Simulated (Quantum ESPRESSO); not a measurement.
## One change at a time to In3Sn3TaW

All numbers below are calculated, not measured. They come from Quantum ESPRESSO 7.5, a public plane-wave density functional program. Each row is one single-point run on a made-up periodic cell of eight metal atoms, with elements, volume, strain and displacements drawn at random and not relaxed, so a cell may be unstable or far from any real phase. There is no spin polarisation or spin-orbit coupling.

Settings: PBE unless stated; PseudoDojo standard norm-conserving files; Fermi-Dirac width 0.25 eV, which means electrons at about 2900 K; cutoff 1007 eV; 5 x 5 x 5 k mesh shifted half a step off Gamma. E is the free energy of the whole cell (internal energy minus TS), so a -TS column is already part of it. Stress is positive in tension, and the pressure P is minus a third of its trace.

Checks: one run of this series was repeated at a higher cutoff and on a denser mesh, which moved values by no more than 0.006 eV, 0.06 GPa and 0.006 eV/Å, and a second program with other atomic files agreed on it to 2 % rms in force and 0.5 GPa in pressure. Known limits: the tin pseudopotential is less sure than most, with forces differing by about three percent from a second method on plain tin; heavy elements are run without spin-orbit coupling, which real alloys of them have; a spin test at this wide smearing found no moment, but such smearing suppresses magnetism that the real alloy may have.

The lattice is hexagonal close-packed, and the cell vectors in Å are (3.154, 0.041, 4.936); (3.036, -0.030, -4.864); (-3.085, 5.212, 0.002), a volume of 158.21 Å³ in run 1. The elements on sites 1 to 8 are Sn W Ta In In In Sn Sn. Each later run makes one change to run 1 and keeps the rest. E is counted from run 1, and is n/a where other atomic files have another zero of energy.

```
run,change,V (Å³),P (GPa),-TS (eV),rms force (eV/Å),largest change of a force component (eV/Å),E (eV)
1,none,158.21,14.26,-1.087,0.655,0.000,0.000
2,sites 1 and 4 exchanged,158.21,14.17,-1.072,0.651,0.268,-0.056
3,all lengths scaled by +1.77 %,166.75,7.22,-1.155,0.559,0.243,?
4,LDA in place of PBE,158.21,5.57,-1.100,0.593,0.162,n/a
5,Ir on site 7,158.21,3.33,-1.234,0.511,1.096,n/a
6,site 5 moved by +0.24 Å along z,158.21,15.20,-1.096,0.930,1.928,0.459
```

## Worked estimate

Along a uniform scaling dE = -P dV. The mean of the two pressures is 10.740 GPa and the volume changes by 8.54 Å³, with 160.2 GPa to one eV/Å³. The same two rows give -V dP/dV = 134 GPa for this cell with clamped atoms, which is not the bulk modulus of a real alloy.

## Withheld value

Question: what E should run 3 give?

The estimate is -0.572 eV. The calculation gave -0.565 eV. The mean of two end points misses the curvature of P, and the finite cutoff adds a little.
